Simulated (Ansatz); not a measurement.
An element in the diamond structure gives these cold pressures by all-electron LAPW under PBEsol (Ansatz 0.2.0, scalar-relativistic, no spin polarisation).

```json
{"V (Å³/atom)": "130.13", "P (GPa)": "0.01"}
{"V (Å³/atom)": "117.11", "P (GPa)": "0.14"}
{"V (Å³/atom)": "104.10", "P (GPa)": "0.35"}
{"V (Å³/atom)": "91.09", "P (GPa)": "0.68"}
{"V (Å³/atom)": "78.08", "P (GPa)": "1.22"}
{"V (Å³/atom)": "65.06", "P (GPa)": "2.15"}
{"V (Å³/atom)": "52.05", "P (GPa)": "3.91"}
```

(1) Which element is it?

Answers

(1) Rb. Its zero-pressure volume in this structure is near 130.1 Å³/atom; the volume and the steepness of P(V) together point to it, though neighbours can come close. Other candidates weren't computed, and some may come near.
